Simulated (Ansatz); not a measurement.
TaSi$_{2}$:
```cif
data_Si6Ta3
_chemical_formula_sum 'Ta3 Si6'
_space_group_name_H-M_alt 'P6222'
_space_group_IT_number 180
_space_group_name_Hall 'P 62 2 (0 0 4)'
_cell_length_a 4.77993
_cell_length_b 4.77993
_cell_length_c 6.55385
_cell_angle_alpha 90.000
_cell_angle_beta 90.000
_cell_angle_gamma 120.000
loop_
_atom_site_label
_atom_site_type_symbol
_atom_site_symmetry_multiplicity
_atom_site_Wyckoff_symbol
_atom_site_fract_x
_atom_site_fract_y
_atom_site_fract_z
_atom_site_occupancy
Ta1 Ta 3 c 0.50000 0.00000 0.00000 1
Si1 Si 6 i 0.15819 0.31638 0.00000 1
```

Relaxed at zero pressure with r²SCAN (plane waves, PAW; program Ansatz).

Q: The volume is lowered by 3 % and shape and atoms relax at that volume. What pressure results, and how do the axes share the change?

A: 6.3 GPa; a -1.1 %, b -1.1 %, c -0.8 %; the energy rises by 8 meV/atom.

Q: Give the new structure.

A: 
Space group P6₂22 (No. 180); a = b = 4.7264 Å, c = 6.5021 Å, α = β = 90.00°, γ = 120.00°

```json
[
 {"atom": "Ta", "site": "3c", "symmetry": "222", "x": "0.5000", "y": "0.0000", "z": "0.0000"},
 {"atom": "Si", "site": "6i", "symmetry": "..2", "x": "0.1583", "y": "0.3166", "z": "0.0000"}
]
```

The phase is kept; no other phase was compared at this pressure.

Space group P6_222. The r²SCAN relaxation kept the symmetry of its start. No spin polarisation was allowed. Spin–orbit coupling is left out wherever it is not named.

Potentials: the later of the program's two PAW sets.
